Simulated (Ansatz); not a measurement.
Relaxed-ion elastic tensor of BaO (rock salt, Fm-3m) in GPa (Voigt order), the program Ansatz at the LDA level (PAW); density 6.35 g/cm³, 20.06 Å³ per atom.

|  | 1 | 2 | 3 | 4 | 5 | 6 |
|---|---|---|---|---|---|---|
| 1 | 153 | 52.6 | 52.6 | 0.0 | 0.0 | 0.0 |
| 2 | 52.6 | 153 | 52.6 | 0.0 | 0.0 | 0.0 |
| 3 | 52.6 | 52.6 | 153 | 0.0 | 0.0 | 0.0 |
| 4 | 0.0 | 0.0 | 0.0 | 34.0 | 0.0 | 0.0 |
| 5 | 0.0 | 0.0 | 0.0 | 0.0 | 34.0 | 0.0 |
| 6 | 0.0 | 0.0 | 0.0 | 0.0 | 0.0 | 34.0 |

Task: Is the crystal mechanically stable?

Result: Yes: the smallest eigenvalue of C is 34.0 GPa.

Task: Work out the Voigt, Reuss and Hill averages.

Result: K_V = 85.9, K_R = 85.9, K_H = 85.9; G_V = 40.4, G_R = 39.0, G_H = 39.7 GPa.

Task: Give Young's modulus, Poisson's ratio, Pugh's ratio and the universal anisotropy index.

Result: E = 9KG/(3K + G) = 103 GPa; ν = 0.30; K/G = 2.16 (ductile by the Pugh limit of 1.75); A_U = 5G_V/G_R + K_V/K_R − 6 = 0.18.

Task: Estimate the sound speeds and the Debye temperature.

Result: v_l = √((K + 4G/3)/ρ) = 4680 m/s, v_t = √(G/ρ) = 2500 m/s, mean 2790 m/s; Θ = (h/k)(3n/4πV)^(1/3) v_m = 306 K.

Task: Give the Zener ratio and Young's modulus along [100], [110] and [111].

Result: A = 2C44/(C11 − C12) = 0.68; 1/E = S11 − 2(S11 − S12 − S44/2)Γ with Γ = 0, 1/4, 1/3 gives 126, 96.9, 90.0 GPa.

Task: Solve the Christoffel equation for the three sound speeds along [100], [110], [111].

Result: Eigenvalues of C_ijkl n_j n_l equal ρv². In km/s, slowest first: [100] 2.31, 2.31, 4.90; [110] 2.31, 2.81, 4.64; [111] 2.65, 2.65, 4.55.

The LDA relaxation kept the symmetry of its start; phonons on a q-mesh show no instability. Scalar-relativistic: spin–orbit coupling is off unless named, which matters more the heavier the elements.

Potentials: the later of the program's two PAW sets.
